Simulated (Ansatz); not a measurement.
One crystal and one scan (frozen-phonon scan) at two levels, PBE (plane waves to 420 eV, PAW, scalar-relativistic; Ansatz, a program for electronic structure) and r2SCAN (plane waves to 500 eV, PAW, scalar-relativistic; Ansatz), each from its own relaxed cell and on its own mesh. The cell shown is that of PBE.

Starting cell, HfC (rock salt):

```yaml
crystal:
  lattice:
    - [0.00000, 4.65154, 4.65154]
    - [2.32577, 2.32577, 4.65154]
    - [2.32577, 2.32577, 0.00000]
  atoms:
    - { symbol: C, position: [0.00000, 0.00000, 0.00000] }
    - { symbol: C, position: [0.50000, 0.00000, 0.00000] }
    - { symbol: Hf, position: [0.00000, 0.50000, 0.50000] }
    - { symbol: Hf, position: [0.50000, 0.50000, 0.50000] }
```

A phonon eigenvector at X = (0.5, 0.5, 0.0) is frozen into this cell: atom i moves by Q times the vector below, so Q is the largest atomic displacement, in Å. The cell is held. (q is in reciprocal vectors of the primitive cell; the cell shown is doubled to hold the pattern.)

```json
[
 {"atom": "C1", "x": "0.000", "y": "0.000", "z": "1.000"},
 {"atom": "C2", "x": "0.000", "y": "0.000", "z": "-1.000"},
 {"atom": "Hf3", "x": "0.000", "y": "0.000", "z": "0.001"},
 {"atom": "Hf4", "x": "0.000", "y": "0.000", "z": "-0.001"}
]
```

HfC is run without spin polarisation. HfC was relaxed with its symmetry unable to fall. Spin-orbit coupling is left out, though Hf is heavy. With partly filled bands, energies and forces of such displacements shift with the k mesh and the smearing. Percentages come from the unrounded values. Both scans cover Q from -0.100 to 0.100 Å.

Results of PBE:

```
Item                                                                                                                                              Result
----------------------------------------------------------------------------------------  --------------------------------------------------------------
Lattice constant a (Å)                                                                                                                             4.652
Energy at Q = 0.100 Å (meV/cell)                                                                                                                     145
Harmonic wavenumber from the curvature (finite differences) (cm⁻¹ (negative: imaginary))                                                             571
Space group of the distorted cell                                                                                   P4/nmm (No. 129), lowered from Fm-3m
Symmetry of the curve                                                                                                      even: the same for both signs
Shape of the curve                                                                        a single well with its minimum at or next to zero displacement
```

Question: What does r2SCAN give for the same quantities?

Answer: 
```json
[
 {"quantity": "Lattice constant a (Å)", "r2SCAN": "4.641", "PBE − r2SCAN": "+0.011 (+0.2 %)"},
 {"quantity": "Energy at Q = 0.100 Å (meV/cell)", "r2SCAN": "154", "PBE − r2SCAN": "-9 (-6 %)"},
 {"quantity": "Harmonic wavenumber from the curvature (finite differences) (cm⁻¹ (negative: imaginary))", "r2SCAN": "589", "PBE − r2SCAN": "-18 (-3.1 %)"}
]
```

PBE gives the higher value for: lattice constant a. PBE gives the lower value for: energy at Q = 0.100 Å; harmonic wavenumber from the curvature. Both give the same space group of the distorted cell: P4/nmm (No. 129), lowered from Fm-3m.

(A displaced cell: forces are minus the slopes of the energy, force constants its curvatures, and phonons follow from these.)
